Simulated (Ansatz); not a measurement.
Sr (fcc, Cu type)

```xyz
1
Lattice="0.0000 3.0145 3.0145 3.0145 0.0000 3.0145 3.0145 3.0145 0.0000" Properties=species:S:1:pos:R:3 pbc="T T T"
Sr     0.0000     0.0000     0.0000
```

E(V) scan at fixed shape, V₀ the volume above. Symmetry pins the atoms to their sites.

Calculation: PBE (plane waves to 420 eV, PAW, scalar-relativistic; Ansatz, a quantum-chemistry and plane-wave program). k mesh 13×13×13 (Γ-centred), Fermi-Dirac smearing 0.05 eV. E stands for the smeared free energy. Compression counts positive. Sr was relaxed with its symmetry unable to fall. The PAW data are Ansatz's earlier set. ΔE is measured from the relaxed starting cell. The last digit holds for this mesh only.

```
V (Å³/atom)  ΔE (meV/atom)
-----------  -------------
51.497                 8.0
52.045            withheld
52.593                 3.5
53.141                 2.0
53.689                 0.9
54.236                 0.2
54.784                 0.0
55.332                 0.2
55.880                 0.7
56.428                 1.6
56.976                 2.9
57.523                 4.5
58.071                 6.4
```

Problem. Fit a third-order Birch-Murnaghan form (E₀, V₀, B₀, B₀′ free) to the given rows and predict ΔE at V = 52.045.

Solution. Least squares on the 12 given rows: ΔE = E₀ + (9V₀B₀/16)·y²·[2 + (B₀′ − 4)y], y = (V₀/V)^(2/3) − 1, with V₀ = 54.832 Å³/atom, B₀ = 11.61 GPa (160.2 GPa = 1 eV/Å³; the term in eV is multiplied by 1000), B₀′ = 3.08, E₀ = 0.00 meV/atom; root-mean-square residual 0.02 meV/atom. At 52.045 the fit gives 5.5 meV/atom; the calculation gives 5.5 meV/atom, the same to the digits shown. For the pressure the fit gives 0.7 GPa against the computed 0.7 GPa.

(A scan under strain: stresses follow from slopes of the energy per volume, elastic moduli from its curvatures.)
